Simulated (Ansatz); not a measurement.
# Structure types of In compared at 0.9 GPa

Structure types of In are relaxed in primitive cells with their symmetry kept at 0.9 GPa, first on PAW files, then by LAPW. The enthalpy is E + pV at zero temperature, without zero-point motion. Only the types listed were tried, and differences under about 5 meV/atom are mesh noise. Not among the end structures: fcc, which may lie lower.

Computed with Ansatz 0.2.0; functional PBEsol, scalar-relativistic. Settings: Fermi–Dirac smearing of 0.08 eV, no spin polarisation. Methods: LAPW: all electrons, basis error target 0.5 meV/atom; PAW: frozen-core files, cutoff 420 eV.

k meshes: bcc 15×15×15, hcp 13×13×7, sc 13×13×13, simple hexagonal 14×14×13, omega 7×7×10.

The PAW files were made under PBE.

Problem. Which type is lowest in enthalpy, and by how much?

Solution. hcp, 2 meV/atom below omega, which is within the noise of the k meshes. The whole table:

```csv
start type,ends as,"a, b, c (Å)",V (Å³/atom),"H − H(lowest), LAPW (meV/atom)","same, PAW"
bcc,"bcc, Im-3m","3.698, 3.698, 3.698",25.28,5.5,5.5
hcp,"hcp, P6_3/mmc","3.332, 3.332, 5.255",25.26,0.0,0.0
sc,"sc, Pm-3m","2.991, 2.991, 2.991",26.75,106.2,106.0
simple hexagonal,"simple hexagonal, P6/mmm","3.154, 3.154, 2.989",25.75,43.8,43.7
omega,"omega, P6/mmm","5.227, 5.227, 3.226",25.45,1.8,1.8
```
